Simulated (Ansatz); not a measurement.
A free-standing Janus 2H monolayer of WOTe: a relaxation of cell and atoms in the plane-wave code Ansatz (HSE06). It starts from the r2SCAN minimum.

```yaml
crystal:
  lattice:
    - [3.1729583639, 0.0, 0.0]
    - [-1.5864791819, 2.7478625483, 0.0]
    - [0.0, 0.0, 30.6454919224]
  atoms:
    - { symbol: W, position: [0.3333333333, 0.6666666667, 0.3033886538] }
    - { symbol: O, position: [0.6666666667, 0.3333333333, 0.3381098199] }
    - { symbol: Te, position: [0.6666666667, 0.3333333333, 0.2395446523] }
  periodic: [true, true, false]
kpoints:
  mp_grid: { grid: [6, 6, 1] }
hamiltonian:
  xc: hse06
scf:
  occupations: { method: fermi_dirac, width: 0.02 }
relax:
  f_tol: 0.005
  cell: {}
```

The trajectory has 6 recorded frames, each with positions in Å and forces in eV/Å. The last, and any step after a large change of cell, is solved on a basis re-selected at its cell; pressure is positive in compression.

Step 1: energy 0.0 meV/atom from step 1, largest force component 0.286 eV/Å
```xyz
3
Lattice="3.1730 0.0000 0.0000 -1.5865 2.7479 0.0000 0.0000 0.0000 30.6455" Properties=species:S:1:pos:R:3:forces:R:3 pbc="T T F"
W     0.0000    1.8319    9.2975    0.0000    0.0000   -0.0230
O     1.5865    0.9160   10.3615    0.0000    0.0000   -0.2635
Te    1.5865    0.9160    7.3410    0.0000    0.0000    0.2865
```

Step 2 (rejected): energy +3.7 meV/atom from step 1, largest force component 0.849 eV/Å
```xyz
3
Lattice="3.1469 0.0000 0.0000 -1.5735 2.7253 0.0000 0.0000 0.0000 30.6455" Properties=species:S:1:pos:R:3:forces:R:3 pbc="T T F"
W     0.0000    1.8169    9.2805    0.0000    0.0000    0.7794
O     1.5735    0.9084   10.3418    0.0000    0.0000    0.0693
Te    1.5735    0.9084    7.3778    0.0000    0.0000   -0.8487
```

Step 3: energy -2.9 meV/atom from step 1, largest force component 0.036 eV/Å
```xyz
3
Lattice="3.1586 0.0000 0.0000 -1.5793 2.7354 0.0000 0.0000 0.0000 30.6455" Properties=species:S:1:pos:R:3:forces:R:3 pbc="T T F"
W     0.0000    1.8236    9.2965    0.0000    0.0000    0.0111
O     1.5793    0.9118   10.3543    0.0000    0.0000   -0.0358
Te    1.5793    0.9118    7.3492    0.0000    0.0000    0.0247
```

Step 4: energy -3.0 meV/atom from step 1, largest force component 0.024 eV/Å
```xyz
3
Lattice="3.1530 0.0000 0.0000 -1.5765 2.7306 0.0000 0.0000 0.0000 30.6455" Properties=species:S:1:pos:R:3:forces:R:3 pbc="T T F"
W     0.0000    1.8204    9.2965    0.0000    0.0000    0.0157
O     1.5765    0.9102   10.3557    0.0000    0.0000   -0.0235
Te    1.5765    0.9102    7.3479    0.0000    0.0000    0.0078
```

Step 5: energy -3.0 meV/atom from step 1, largest force component 0.000 eV/Å
```xyz
3
Lattice="3.1544 0.0000 0.0000 -1.5772 2.7318 0.0000 0.0000 0.0000 30.6455" Properties=species:S:1:pos:R:3:forces:R:3 pbc="T T F"
W     0.0000    1.8212    9.2968    0.0000    0.0000    0.0002
O     1.5772    0.9106   10.3542    0.0000    0.0000   -0.0002
Te    1.5772    0.9106    7.3490    0.0000    0.0000    0.0000
```

Step 6: energy -2.7 meV/atom from step 1, largest force component 0.000 eV/Å
```xyz
3
Lattice="3.1544 0.0000 0.0000 -1.5772 2.7318 0.0000 0.0000 0.0000 30.6455" Properties=species:S:1:pos:R:3:forces:R:3 pbc="T T F"
W     0.0000    1.8212    9.2968    0.0000    0.0000    0.0004
O     1.5772    0.9106   10.3542    0.0000    0.0000   -0.0004
Te    1.5772    0.9106    7.3490    0.0000    0.0000    0.0000
```

In 5 steps the area changed by -1.2 %; between the first SCF and the last, each on a basis chosen for its cell, the energy fell by 2.7 meV an atom. Final cell: the sheet's in-plane cell has a = 3.154 Å, b = 3.154 Å (γ = 120.0°), and its outermost atoms lie 3.01 Å apart along the normal. W has 3 O at 2.11 Å and 3 Te at 2.67 Å; O has 3 W at 2.11 Å; Te has 3 W at 2.67 Å and 6 Te at 3.15 Å.

Command: `ansatz run input.yaml --threads 4 --pin off --max-ram 5529MiB --backend cpu --events-out ev --progress --plain --runs-dir out`.

Problem. What wall time did it need on 4 threads of Arm Neoverse V2, on a shared host, and what peak of host memory did it reach?

Solution. About 4.5 min, with a peak of 3.2 GiB.

The structure was generated, not taken from experiment, and needn't be the ground state; spin polarisation is off.
